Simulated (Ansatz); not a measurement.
LiAgF₄:
```
CELL_PARAMETERS angstrom
      5.42973     2.94372     0.00000
     -5.42973     2.94372     0.00000
     -1.88373     0.00000     4.48974
ATOMIC_POSITIONS crystal
  Li 0.16974 0.16974 0.75000
  Li 0.83026 0.83026 0.25000
  Ag 0.50000 0.00000 0.50000
  Ag 0.00000 0.50000 0.00000
  F  0.49594 0.23536 0.67291
  F  0.50406 0.76464 0.32709
  F  0.23536 0.49594 0.82709
  F  0.76464 0.50406 0.17291
  F  0.78793 0.00537 0.82505
  F  0.21207 0.99463 0.17495
  F  0.00537 0.78793 0.67495
  F  0.99463 0.21207 0.32505
```

The program Ansatz at the r²SCAN level (PAW) gives a gap of 1.79 eV without spin–orbit coupling, maximum at Y2, minimum at Γ.

Problem. What happens when spin–orbit coupling is switched on?

Solution. The gap shrinks by 0.01 eV, to 1.78 eV; maximum at Y2, minimum at Γ.

Problem. Give the electron effective mass with spin–orbit coupling.

Solution. 1.4, 5.8, 7.7 mₑ (principal values).

Problem. Give the hole effective mass with spin–orbit coupling.

Solution. 1.4, 4.1, 4.7 mₑ (principal values).

Space group C2/c. The first step of the workflow began from a Materials Project structure, measured or hypothetical; the Crystallography Open Database copy checked does not list it. Its standing as an ambient phase is unchecked. Symmetry was held in the r²SCAN relaxation; its stability against distortions is not shown here. No spin polarisation was allowed.

Potentials: the later of the program's two PAW sets.
